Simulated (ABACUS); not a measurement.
A self-consistent single point of a model cell of MnGe (Pm-3m, 2 atoms in the cell; prototype structure) with ABACUS.

All values come from this method and carry its errors: PBE, numerical atomic orbitals TZDP (confined pseudo-atomic orbitals; energy shift 0.01 Ry), PseudoDojo 0.5 standard norm-conserving PBE (tails mended) pseudopotentials in ABACUS.

```yaml
crystal:
  lattice:
    - [2.99730, 0.00000, 0.00000]
    - [0.00000, 2.99730, 0.00000]
    - [0.00000, 0.00000, 2.99730]
  atoms:
    - { symbol: Mn, position: [0.00000, 0.00000, 0.00000], spin: 4.0 }
    - { symbol: Ge, position: [0.50000, 0.50000, 0.50000] }
```
(The spins are starting values, not results.)

Reference input (self-consistent single point, DFT, PBE, numerical atomic orbitals TZDP (confined pseudo-atomic orbitals; energy shift 0.01 Ry), PseudoDojo 0.5 standard norm-conserving PBE (tails mended) pseudopotentials): basis = TZDP numerical atomic orbitals, energy shift 0.01 Ry; KPT = Gamma 6 6 6 0 0 0; basis_type = lcao; ecutwfc = 100 Ry; smearing_method = fd; smearing_sigma = 0.00734986 Ry; nspin = 2; potentials = PseudoDojo 0.5 standard norm-conserving PBE (tails mended); symmetry = 1; symmetry_prec = 1e-05; nbands = 21; ks_solver = scalapack_gvx. This run's input differs from it in these lines:

```diff
@@ -10,4 +10,4 @@
 symmetry_prec        1e-05
-smearing_method      fd
-smearing_sigma       0.00734986
+smearing_method      mv
+smearing_sigma       0.0146997
 nbands               21
```

The program printed (abridged):

```
 SELF-CONSISTENT
 -------------------------------------------

                  longest orb rcut (Bohr) = 7
   longest nonlocal projector rcut (Bohr) = 1.94
                     search radius (Bohr) = 17.9

                          real space grid = [ 40, 40, 40 ]
                                 init_chg = atomic

 LCAO ALGORITHM --------------- ION=   1  ELEC=   1--------------------------------
          total magnetism (Bohr mag/cell) = 2.80635
       absolute magnetism (Bohr mag/cell) = 3.00337
                        nelec for spin up = 15.9032
                      nelec for spin down = 13.0968

 Density error is 0.0548403770773
   [... lines left out ...]
 E_KohnSham     -396.3458762706      -5392.5622960835
 E_Fermi        1.2782896816         17.3920233644

 LCAO ALGORITHM --------------- ION=   1  ELEC=  14--------------------------------
          total magnetism (Bohr mag/cell) = 1.97533
       absolute magnetism (Bohr mag/cell) = 2.35397
                        nelec for spin up = 15.4877
                      nelec for spin down = 13.5123

 Density error is 9.36048768189e-08
 E_KohnSham     -396.3458762708      -5392.5622960853
 E_KS(sigma->0) -396.3461494195      -5392.5660124645
 E_entropy(-TS) 0.0005462975         0.0074327584
 E_Fermi        1.2782901310         17.3920294792
 charge density convergence is achieved
 final etot is -5392.5622961 eV
 EFERMI = 17.392029479 eV

 STATE ENERGY(eV) AND OCCUPATIONS    NSPIN == 2
SPIN UP :
   [... 18 lines left out ...]

SPIN DOWN :
   [... 18 lines left out ...]

-------------------------------------------------
 Total Magnetism (uB)
-------------------------------------------------
                        Mn1         2.2599134138
                        Ge1        -0.2845827743
-------------------------------------------------

 --------------------------------------------
 !FINAL_ETOT_IS -5392.5622960852761025 eV
 --------------------------------------------
```

The run converged in 14 iterations. Against the reference run the free energy rises by 18.4 meV/atom and the net moment goes from 1.03 to 0.99 μB/atom.

Lattice and positions were typed or generated, without prior relaxation. The atom-centred basis is finite, which shifts total energies against plane waves. The run is spin-polarised and ends with a net moment of 1.98 μB in the cell. Forces and stress are left out: the polarisation orbitals used for some of these elements are too diffuse to give them reliably, and gaps can carry the same lack. This run is one point of a test of settings, so its values need not be converged; read them against the reference run alone. With one magnetic atom the cell allows parallel order alone; another order can lie lower. No clean gap shows at this smearing width and mesh (spacing up to 0.35 Å⁻¹); the mesh is coarse for partly filled bands, so the values carry mesh errors.

Cost on one core: very roughly 50 core-seconds.

The atomic orbitals were generated for these runs; they are not ABACUS's published sets and were checked against plane waves on a few crystals only.

“Tails mended”: in these copies of the files the far tail of each local potential was reset to the Coulomb form.
